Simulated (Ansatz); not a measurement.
CsPbCl3:
```
CELL_PARAMETERS angstrom
      5.73337     0.00000     0.00000
      0.00000     5.73337     0.00000
      0.00000     0.00000     5.73337
ATOMIC_POSITIONS crystal
  Cs 0.50000 0.50000 0.50000
  Pb 0.00000 0.00000 0.00000
  Cl 0.00000 0.00000 0.50000
  Cl 0.50000 0.00000 0.00000
  Cl 0.00000 0.50000 0.00000
```

Cartesian axes are those of the cell as given.

Q: Give the high-frequency dielectric tensor and the Born effective charge tensors of the independent atoms from DFPT, plane-wave PAW PBE (Ansatz code).

A: 
ε∞:
```
3.70  0.00  0.00
0.00  3.70  0.00
0.00  0.00  3.70
```
Z* of atom 1 (Cs), rows: field, columns: displacement, in e:
```
1.31  0.00  0.00
0.00  1.31  0.00
0.00  0.00  1.31
```
Z* of atom 2 (Pb), rows: field, columns: displacement, in e:
```
3.87  0.00  0.00
0.00  3.87  0.00
0.00  0.00  3.87
```
Z* of atom 3 (Cl), rows: field, columns: displacement, in e:
```
-0.74   0.00   0.00
 0.00  -0.74   0.00
 0.00   0.00  -3.69
```

Static charges for comparison (Bader): Cs1 +0.90, Pb2 +1.27, Cl3 -0.72 e. Born charges measure polarisation by displacement and can exceed these by far.

Space group Pm-3m (cubic perovskite). This is a known high-temperature phase of the composition, computed here at zero pressure and temperature. The PBE relaxation kept the symmetry of its start; phonons on a q-mesh show weakly imaginary modes. Spin–orbit coupling is left out wherever it is not named.

Potentials: the later of the program's two PAW sets.
